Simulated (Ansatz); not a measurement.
# Two structures of GeSb2Te4 under several functionals

Plane-wave DFT in Ansatz with scalar-relativistic PAW potentials (420 eV, r2SCAN 500 eV). Each structure was relaxed within its symmetry at each level.
A. I-4m2, 7 atoms in the computed cell, a = 6.117 Å, c = 12.132 Å; sites (symmetry × multiplicity) Ge -4m2 × 2, Sb -4m2 × 2 + -4m2 × 2, Te 2mm. × 4 + 2mm. × 4
B. R3m, 7 atoms in the computed cell, a = 4.298 Å, c = 42.391 Å; sites (symmetry × multiplicity) Ge 3m × 3, Sb 3m × 3 + 3m × 3, Te 3m × 3 + 3m × 3 + 3m × 3 + 3m × 3
(cells at PBE)

Task: Does the choice of functional change which is lower?

Result:
| level | E(B) − E(A) (meV/atom) | V(A) (Å³/atom) | V(B) (Å³/atom) |
| --- | --- | --- | --- |
| PBE | -100 | 32.42 | 32.29 |
| PBEsol | -99 | 30.71 | 29.88 |

No: at every level B is lower; the difference varies by 0.7 meV/atom between levels.